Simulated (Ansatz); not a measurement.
Given:

MoPt:
```cif
data_MoPt
_chemical_formula_sum 'Mo1 Pt1'
_space_group_name_H-M_alt 'P-6m2'
_space_group_IT_number 187
_space_group_name_Hall 'P -6 2'
_cell_length_a 2.75808
_cell_length_b 2.75808
_cell_length_c 4.46884
_cell_angle_alpha 90.000
_cell_angle_beta 90.000
_cell_angle_gamma 120.000
loop_
_atom_site_label
_atom_site_type_symbol
_atom_site_symmetry_multiplicity
_atom_site_Wyckoff_symbol
_atom_site_fract_x
_atom_site_fract_y
_atom_site_fract_z
_atom_site_occupancy
Mo1 Mo 1 e 0.66667 0.33333 0.00000 1
Pt1 Pt 1 d 0.33333 0.66667 0.50000 1
```

This is the LDA-relaxed structure.

All from LDA (plane waves, PAW; program Ansatz), unless another level is named. Estimate the density of states at the Fermi level.

0.76 states/eV per atom (mean over ±0.08 eV).

Next, the formation energy from the elements (no fitted shifts)?

-0.20 eV/atom.

The first step of the workflow began from a Materials Project structure, measured or hypothetical; the Crystallography Open Database copy checked does not list it. With Mo and Pt taken as one species the cell has the higher symmetry P6_3/mmc, so it may be an ordered model of a mixed-site phase. Its standing as an ambient phase is unchecked. Symmetry was held in the LDA relaxation; its stability against distortions is not shown here. The run is not spin-polarised. The references are the lowest solids computed at this level, not always the standard phases. Spin–orbit coupling is left out wherever it is not named.

Potentials: the later of the program's two PAW sets.
